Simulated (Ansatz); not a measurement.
Values for one crystal, relaxed and computed with DFT-r²SCAN in the program Ansatz with PAW potentials; other levels are named.

- Volume per atom = 19.58 Å³
- Band gap = 2.74 eV (direct)
- Hole effective mass, band 1 of 2 at the edge = 1.6 along x, 1.5 along z (mₑ)
- Conduction-band minimum = at Γ
- Pressure derivative B′ = 4.3
- Valence-band maximum = at Γ
- Bulk modulus (Birch–Murnaghan fit) = 78.4 GPa

Which of these materials gives this?
(A) SnTe, rock salt
(B) LaH3, Fm-3m (La on 4a, H on 4b, H on 8c)
(C) ZnS, P3m1 (Pearson symbol hP16)
(D) LiH, rock salt

C, ZnS, P3m1 (Pearson symbol hP16)

The first step of the workflow began from a Materials Project structure, measured or hypothetical; the Crystallography Open Database files this formula in space group No. 156, but the cells were not matched. It is not the phase usual at ambient conditions (space group No. 186, 216). Symmetry was held in the r²SCAN relaxation; its stability against distortions is not shown here.

Potentials: the later of the program's two PAW sets.
